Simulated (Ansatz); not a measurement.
Values for one crystal, relaxed and computed with DFT-PBE in the program Ansatz with PAW potentials; other levels are named.

Volume per atom: 37.69 Å³
Band gap: 4.31 eV (direct)
Bulk modulus (Birch–Murnaghan fit): 13.5 GPa
Valence-band maximum: at Γ
Conduction-band minimum: at Γ
Hole effective mass, band 3 of 3 at the edge: 0.63 along [100], 0.67 along [110], 0.68 along [111] (mₑ)
Debye temperature from the elastic constants: 167 K

Problem. Which compound is it?
(A) KBr, rock salt
(B) K2S, anti-fluorite
(C) Li2S, anti-fluorite
(D) CaS, rock salt

Solution. A, KBr, rock salt

Space group Fm-3m (rock salt). The cell was relaxed with PBE under the symmetry of its start; phonons on a q-mesh show no instability. Scalar-relativistic: spin–orbit coupling is off unless named, which matters more the heavier the elements.

Potentials: the later of the program's two PAW sets.
